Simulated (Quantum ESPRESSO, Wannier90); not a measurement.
## WSe₂ (P-6m2, isolated units), plane waves to Wannier functions

```
CELL_PARAMETERS angstrom
      3.31794     0.00000     0.00000
     -1.65897     2.87342     0.00000
      0.00000     0.00000    16.65814
ATOMIC_POSITIONS crystal
  W  0.00000 0.00000 0.00000
  Se 0.33333 0.66667 0.09979
  Se 0.33333 0.66667 0.90021
```

Structure: Materials Project mp-1023936, symmetrised, not relaxed again. Level: PBEsol, no spin polarisation, no spin-orbit coupling; pw.x of Quantum ESPRESSO at 69 Ry with PseudoDojo potentials, 6×6×4 k-points, Wannier90. Density: 12×12×1 mesh, cold smearing 0.01 Ry. The cell is built of weakly bound layers, chains or molecules, whose nearest atoms lie 13.33 Å apart, far more than in van der Waals crystals (3.2 to 4.2 Å): it describes nearly isolated units, such as a monolayer, not the bulk crystal. Spin-orbit coupling is left out although heavy elements are present.

Valence charges of the files: W 14, Se 16. 37 bands were computed.

Isolated groups of bands, relative to the valence-band maximum (bands from 24 on overlap up to the last one computed):

```
bands  from (eV)  to (eV)  filling          weight on atomic waves
-----  ---------  -------  -------  ------------------------------
1         -74.03   -74.02   filled                       W 5s 98 %
2–11      -47.60   -47.54   filled                     Se 3d 100 %
12–14     -38.35   -38.14   filled                       W 5p 99 %
15–16     -14.75   -12.39   filled  Se 4s 81 %, W 5d 9 %, W 6s 7 %
17–23      -6.31     0.00   filled           Se 4p 59 %, W 5d 34 %
```

Wanted is a model with the orbitals W d, Se p, without the filled groups that are mainly made of other shells (semicore states, and anion s where it isn't named); all higher bands stay in for disentanglement.

### Question
Give num_wann, exclude_bands and num_bands, and the number of electrons that the model holds.

### Answer
Electrons: 1×14 + 2×16 = 46, which fill 23 bands.
num_wann = 1×5 + 2×3 = 11.
exclude_bands = 1-16, 16 bands, so num_bands = 37 − 16 = 21.
The model holds 46 − 2×16 = 14 electrons. With the window frozen to 3.01 eV it follows pw.x to 11 meV rms (states up to 2.5 eV relative to the valence-band maximum).
